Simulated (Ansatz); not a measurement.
Data sheet: CaGaGeH (DFT)

CaGaGeH:
```xyz
4
Lattice="4.0546 0.0000 0.0000 -2.0273 3.5114 0.0000 0.0000 0.0000 4.5662" Properties=species:S:1:pos:R:3 pbc="T T T"
Ca     0.0000     2.3409     4.5461
Ga     0.0000     0.0000     2.5680
Ge     2.0273     1.1705     1.9262
H      0.0000     0.0000     4.2874
```

Space group P3m1 (No. 156); conventional cell a = b = 4.055 Å, c = 4.566 Å, α = β = 90.00°, γ = 120.00°.

Method: the program Ansatz at the LDA level (PAW). The cell and atoms are relaxed at this level. Other levels are named where they apply.

### Cell and energy

Volume per atom: 16.25 Å³
Density: 4.69 g/cm³
Formation energy from the elements (no fitted shifts): -0.54 eV/atom

### Electronic structure

- Band gap: 0.22 eV (indirect)
- Valence-band maximum: at A
- Conduction-band minimum: at M (3 equivalent valleys)
- Smallest direct gap on the standard path: 0.89 eV
- Electron effective mass: 0.14, 0.26, 4.9 mₑ (principal values)
- Weight of the conduction-edge state by species (Voronoi cells): Ga 34 %, Ca 32 %, Ge 22 %, H 12 %
- Hole effective mass: 0.17, 0.27, 0.27 mₑ (principal values)
- Weight of the valence-edge state by species (Voronoi cells): Ge 43 %, H 34 %, Ca 14 %, Ga 9 %

### Mechanics

Bulk modulus (Birch–Murnaghan fit): 56.2 GPa
Pressure derivative B′: 3.9
Elastic constants (relaxed ions, GPa): C11 = 165, C12 = 45.6, C13 = 25.3, C14 = -14.6, C33 = 76.0, C44 = 43.6
Mechanical stability: stable (all eigenvalues of C positive)
Hill bulk and shear moduli: 61.4 and 46.9 GPa
Young's modulus: 112 GPa
Poisson's ratio: 0.20
Debye temperature from the elastic constants: 410 K

### Phonons

- Highest zone-centre frequency (without LO–TO term) = 1225 cm⁻¹
- Zone-centre stability = no imaginary mode at Γ

The first step of the workflow began from a Materials Project structure, measured or hypothetical; the Crystallography Open Database files this formula in space group No. 156, but the cells were not matched. Whether it is the stable phase at ambient conditions was not checked. The LDA relaxation kept the symmetry of its start. The references are the lowest solids computed at this level, not always the standard phases (solids in place of the gases). Scalar-relativistic: spin–orbit coupling is off unless named, which matters more the heavier the elements.

Potentials: the later of the program's two PAW sets.
